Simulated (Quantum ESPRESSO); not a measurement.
# Band energies of ZnSnO$_{3}$

```
ZnSnO3
1.0
    2.67545     1.54467     4.74148
   -2.67545     1.54467     4.74148
    0.00000    -3.08934     4.74148
O Zn Sn
6 2 2
Direct
  0.39290   0.78719   0.10723
  0.78719   0.10723   0.39290
  0.10723   0.39290   0.78719
  0.60723   0.28719   0.89290
  0.89290   0.60723   0.28719
  0.28719   0.89290   0.60723
  0.71593   0.71593   0.71593
  0.21593   0.21593   0.21593
  0.99816   0.99816   0.99816
  0.49816   0.49816   0.49816
```

PBEsol (Quantum ESPRESSO, PseudoDojo norm-conserving, 84 Ry, no spin-orbit coupling); path ΓLB1,BZΓX,QFP1Z,LP; energies in eV from the valence-band maximum.

```csv
k (1/Å),point,band 48,band 49,band 50,band 51,band 52,band 53,band 54,band 55
0.00,Γ,-0.51,-0.48,-0.48,0.00,0.00,1.02,5.45,5.90
0.48,,-1.00,-0.61,-0.51,-0.24,-0.13,3.13,5.17,5.70
0.71,L,-1.10,-0.71,-0.71,-0.22,-0.22,4.21,4.21,6.11
0.90,,-1.02,-0.67,-0.67,-0.20,-0.20,4.26,4.26,6.14
1.27,B1,-1.03,-0.61,-0.61,-0.23,-0.23,4.67,4.67,6.34
1.27,B,-1.03,-0.61,-0.61,-0.23,-0.23,4.67,4.67,6.34
1.48,,-1.10,-0.68,-0.68,-0.28,-0.28,4.64,4.64,6.60
1.89,Z,-1.44,-0.26,-0.26,-0.26,-0.26,4.04,4.04,6.83
2.11,,-0.97,-0.36,-0.36,-0.12,-0.12,2.95,4.89,6.30
2.55,Γ,-0.51,-0.48,-0.48,0.00,0.00,1.02,5.45,5.90
2.90,,-0.88,-0.52,-0.37,-0.24,-0.03,2.45,5.56,5.67
3.24,,-0.83,-0.69,-0.51,-0.21,-0.14,4.04,4.72,5.84
3.42,X,-0.85,-0.72,-0.59,-0.20,-0.18,4.44,4.69,6.19
3.42,Q,-0.85,-0.72,-0.59,-0.20,-0.18,4.44,4.69,6.19
3.72,F,-1.11,-0.84,-0.65,-0.21,-0.15,4.32,5.53,5.93
3.72,P1,-0.95,-0.87,-0.51,-0.30,-0.25,4.52,4.99,6.22
3.86,,-1.00,-0.89,-0.44,-0.41,-0.25,4.56,4.71,6.52
4.12,,-1.26,-0.38,-0.31,-0.30,-0.24,4.14,4.15,6.81
4.26,Z,-1.44,-0.26,-0.26,-0.26,-0.26,4.04,4.04,6.83
4.26,L,-1.10,-0.71,-0.71,-0.22,-0.22,4.21,4.21,6.11
4.72,P,-0.95,-0.87,-0.51,-0.30,-0.25,4.52,4.99,6.22
```

The PBEsol gap is direct, 1.02 eV at Γ.

Spin-orbit splittings are left out.

Geometry of the Materials Project entry, not relaxed at this level.

The structure is a Materials Project entry; no match was found in the copy of COD used, and its stability was not checked.
